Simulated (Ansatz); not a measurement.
## MoS2 (P6_3/mmc): phonons

Method: r²SCAN, PAW on Ansatz 0.2.0's default frozen-core files (fitted under PBE), scalar-relativistic.

The cell comes from a PAW relaxation under the same functional.

Command line:

```sh
ansatz run input.yaml --threads 2 --pin off --max-ram 6144MiB --backend cpu --events-out ev --progress --plain --runs-dir out
```

Input file:

```yaml
crystal:
  lattice:
    - [3.18443393418, 0.0, 0.0]
    - [-1.59221696709, 2.75780068368, 0.0]
    - [0.0, 0.0, 12.97375339857]
  atoms:
    - { symbol: Mo, position: [0.333333333333, 0.666666666667, 0.25] }
    - { symbol: Mo, position: [0.666666666667, 0.333333333333, 0.75] }
    - { symbol: S, position: [0.333333333333, 0.666666666667, 0.630323062746] }
    - { symbol: S, position: [0.666666666667, 0.333333333333, 0.130323062746] }
    - { symbol: S, position: [0.333333333333, 0.666666666667, 0.869676937254] }
    - { symbol: S, position: [0.666666666667, 0.333333333333, 0.369676937254] }
kpoints:
  mp_grid: { grid: [6, 6, 2] }
scf:
  occupations: { method: fixed }
hamiltonian:
  xc: r2scan
  pseudopotentials: { kind: paw }
phonons:
  method: dfpt
  dielectric: true
  rigid_motions: translations
```

The program printed:

```
Warning: RAYON_NUM_THREADS=2 ignored (pool sized by the plan → 2); use --threads N
Engine: ansatz 0.2.0, aarch64-unknown-linux-gnu
Pseudopotentials: kind: paw
Pseudopotential: Mo, paw, valence charge 14, recommended cutoff 500 eV (meta_gga), Mo.paw.azcp
Pseudopotential: S, paw, valence charge 6, recommended cutoff 500 eV (meta_gga), S.paw.azcp
Functional definition: r2SCAN
  parameter k0 = 0.174
  parameter k1 = 0.065
  parameter a1 = 4.9479
  exchange = r2scan_x(k0 = k0, k1 = k1, a1 = a1)
  correlation = r2scan_c
Crystal: 6 atoms, lattice volume = 113.936 Å³
Basis set: ecut = 500 eV, 2885 PW (Γ), exchange–correlation on 120×120×480 points (125 copies of the dense FFT grid, shifted against one another)
Bands: 32, of which v1, the nominal top of the filled ones, is band 26 counted from 1 (25 counted from 0)
Symmetry: 24 space group operations
k-points: 26 of 72 (irreducible under 2 space group operations, time reversal used)
Non-local potential: Mo, projectors of the file, l = 0: 3, l = 1: 2, l = 2: 2, l = 3: 1
Non-local potential: S, projectors of the file, l = 0: 2, l = 1: 2, l = 2: 2
PAW form: soft (Blöchl's): semilocal exchange-correlation on the pseudo side does not see the compensation charge
PAW frozen core: Mo, regenerated for the run's functional (the file was generated under x = pbe(κ = 0.804, μ = 0.2195149727645171), c = pbe(β = 0.06672455060314922))
PAW frozen core: S, regenerated for the run's functional (the file was generated under x = pbe(κ = 0.804, μ = 0.2195149727645171), c = pbe(β = 0.06672455060314922))
PAW one-centre angular grid: Mo, 590 points (default); XC on 160 Gauss nodes
PAW one-centre angular grid: S, 302 points (default); XC on 160 Gauss nodes
Initial density: superposition of atomic densities (neutral atoms: chi_scale 0, normalization atom), corrected by the library's trained network
Initial wavefunctions: pseudopotential atomic-orbital guess
Functional: x = r2scan, c = r2scan; τ floored in thin density (d = 2e-4 eV/Å³)
[... 76 lines left out ...]
         0.00000   -0.00000   -0.38251
    site 2:
         0.43493   -0.00000   -0.00000
        -0.00000    0.43493   -0.00000
        -0.00000   -0.00000    0.19126
    site 3:
         0.43493    0.00000   -0.00000
         0.00000    0.43493    0.00000
        -0.00000    0.00000    0.19126
    site 4:
         0.43493    0.00000    0.00000
         0.00000    0.43493    0.00000
        -0.00000    0.00000    0.19126
    site 5:
         0.43493   -0.00000   -0.00000
        -0.00000    0.43493   -0.00000
        -0.00000   -0.00000    0.19126
  Z* charge neutrality: 6.469e-3 e pre-enforcement
  solved inside a basis spanned on kpoints, on 8×8×2 k-points, its susceptibility summed on 14×14×4: ε∞ is read to err by 6.9e-2, Z* by 1.9e-2 e (field_mesh: kpoints solves on kpoints); Z* is corrected for what the basis lacks
  optical modes at Γ without the LO–TO term, one row a degenerate level:
      ω (cm⁻¹)  modes    IR ((D/Å)²/amu)
         21.07      2             0.0000
         33.95      1             0.0000
        283.07      2             0.0000
        284.20      2             0.0000
        381.69      2             1.8167
        381.84      2             0.0000
        409.31      1             0.0000
        411.54      1             0.0000
        468.20      1             0.1757
        470.01      1             0.0000
  optical modes at Γ + LO–TO along q̂ = [1.0000, 0.0000, 0.0000]:
      ω (cm⁻¹)  modes    IR ((D/Å)²/amu)
         21.07      2             0.0000
         33.95      1             0.0000
        283.07      2             0.0000
        284.20      2             0.0000
        381.69      1             0.9084
        381.84      2             0.0000
        383.27      1             0.9084
        409.31      1             0.0000
        411.54      1             0.0000
        468.20      1             0.1757
        470.01      1             0.0000
  optical modes at Γ + LO–TO along q̂ = [0.0000, 1.0000, 0.0000]:
      ω (cm⁻¹)  modes    IR ((D/Å)²/amu)
         21.07      2             0.0000
         33.95      1             0.0000
        283.07      2             0.0000
        284.20      2             0.0000
        381.69      1             0.9084
        381.84      2             0.0000
        383.27      1             0.9084
        409.31      1             0.0000
        411.54      1             0.0000
        468.20      1             0.1757
        470.01      1             0.0000
  optical modes at Γ + LO–TO along q̂ = [0.0000, 0.0000, 1.0000]:
      ω (cm⁻¹)  modes    IR ((D/Å)²/amu)
         21.07      2             0.0000
         33.95      1             0.0000
        283.07      2             0.0000
        284.20      2             0.0000
        381.69      2             1.8167
        381.84      2             0.0000
        409.31      1             0.0000
        411.54      1             0.0000
        468.93      1             0.1757
        470.01      1             0.0000
```

Self-consistency was reached.

Field response:

Linear response of an insulating crystal by Kohn-Sham DFT to a field and to zone-centre displacements, local fields included; Born charges neutralised; LO modes for wave vectors along x and z; Cartesian axes as in the input.

```json
{"Dielectric electronic (x, y, z)": "14.12, 14.12, 4.82", "Dielectric static (x, y, z)": "14.24, 14.24, 4.835", "Highest phonon with field along x": "470 cm⁻¹", "Highest phonon with field along z": "470 cm⁻¹", "Highest phonon without field": "470 cm⁻¹"}
```

```
atom  born charge xx (e)  born charge yy (e)  born charge zz (e)
 Mo1               -0.87               -0.87              -0.383
 Mo2               -0.87               -0.87              -0.383
  S3               0.435               0.435               0.191
  S4               0.435               0.435               0.191
  S5               0.435               0.435               0.191
  S6               0.435               0.435               0.191
```

Zone-centre phonons:

Harmonic phonons of a crystal by Kohn-Sham DFT at the given cell, standard atomic masses, acoustic sum rule imposed; negative wavenumbers are unstable modes; optical zone-centre levels upwards with Mulliken labels, activity, and the element with most of the kinetic energy.

- Point group: 6/mmm

| number | phonon wavenumber (cm⁻¹) | label | infrared | raman | lead element |
| --- | --- | --- | --- | --- | --- |
| 1 | 21.1 | E2g | no | yes | Mo |
| 2 | 34 | B1g | no | no | Mo |
| 3 | 283.1 | E2u | no | no | S |
| 4 | 284.2 | E1g | no | yes | S |
| 5 | 381.7 | E1u | yes | no | S |
| 6 | 381.8 | E2g | no | yes | S |
| 7 | 409.3 | B2u | no | no | S |
| 8 | 411.5 | A1g | no | yes | S |
| 9 | 468.2 | A2u | yes | no | S |
| 10 | 470 | B1g | no | no | S |

Caveats: frozen-core PAW files fitted under PBE, their cores solved anew for the functional of the run; no dispersion correction, so the spacing and stiffness between layers or molecules are poor; zone-boundary modes aren't tested; field response not resolved by the mesh; no LO-TO term at the zone centre.

Cost: 3 min on 2 threads of Arm Neoverse V2, on a shared host, peak memory 2.2 GiB.
